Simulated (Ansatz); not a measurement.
Computed with DFT PBE, scalar-relativistic, plane waves, PAW in Ansatz. All cells share a 420 eV cutoff and Γ-centred k meshes spaced at most about 0.3 Å⁻¹ (about 0.25 or finer for metals, 2π included). No spin polarisation in the final relaxations.

Temperature and zero-point effects are left out. All come from trial cells, and lower structures may exist.

Question: Which of these relaxed structures of SnAs₂ is the lowest in energy?
A. Space group R-3m (No. 166), trigonal, a = 5.252 Å, c = 8.542 Å. Around Sn lie 8 As at 2.89–3.03 Å; As is surrounded by 1 As at 2.76 Å, 4 Sn at 2.89–3.03 Å and 3 As at 3.03 Å.
B. Space group P6/mmm (No. 191), hexagonal, a = 4.669 Å, c = 3.688 Å. Sn has 12 As at 3.27 Å and 2 Sn at 3.69 Å; As is surrounded by 3 As at 2.70 Å and 6 Sn at 3.27 Å.
C. Space group F-43m (No. 216), cubic, a = 6.739 Å. Sn has 4 As at 2.92 Å and 6 As at 3.37 Å; As on its first site is surrounded by 4 As at 2.92 Å and 6 Sn at 3.37 Å; around As on its second site lie 4 As at 2.92 Å and 4 Sn at 2.92 Å.
D. Space group Fm-3m (No. 225), cubic, a = 6.746 Å. Sn is surrounded by 8 As at 2.92 Å; around As lie 4 Sn at 2.92 Å and 6 As at 3.37 Å.

Answer: A. It has space group R-3m (No. 166); the next, B, with space group P6/mmm (No. 191), lies 102 meV/atom higher. Counting As atoms around Sn (those within 1.25 times the shortest such distance or 1.15 times the sum of covalent radii; the shortest distance is added where it is long for a bond), the lowest has Sn 8 and the next has Sn 12 from 3.3 Å. Even the lowest lies +0.17 eV/atom against the elements.

Cells relaxed within their symmetry can be saddle points. Some candidate types were left out of the draw beforehand, so a known form may be missing.
